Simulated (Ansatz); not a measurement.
Here is the system:

TiHSe2:
Space group P3m1 (No. 156); a = b = 3.582 Å, c = 6.166 Å, α = β = 90.00°, γ = 120.00°

```csv
atom,site,symmetry,x,y,z
Se,1c,3m.,0.6667,0.3333,0.9963
Ti,1a,3m.,0.0000,0.0000,0.2395
Se,1b,3m.,0.3333,0.6667,0.4837
H,1b,3m.,0.3333,0.6667,0.7285
```

This is the PBE+D3(BJ)-relaxed structure.

All from the program Ansatz at the PBE+D3(BJ) level (PAW), unless another level is named. Predict the highest zone-centre frequency.

1969 cm⁻¹.

Next, the bulk modulus (Birch–Murnaghan fit)?

38.3 GPa.

A made-up cell: these elements were put on the sites of a structure type; neither database checked (COD, Materials Project) lists it. Its standing as an ambient phase is unchecked. Symmetry was held in the PBE+D3(BJ) relaxation; of distortions, only those at the zone centre were tested. The run is not spin-polarised. With an odd number of electrons in the cell and no spin polarisation, the count alone makes it a metal. As this level gives no gap, phonon frequencies hold no LO–TO term and depend on the k-mesh and smearing (Fermi–Dirac, 0.1 eV here).

Potentials: the later of the program's two PAW sets.
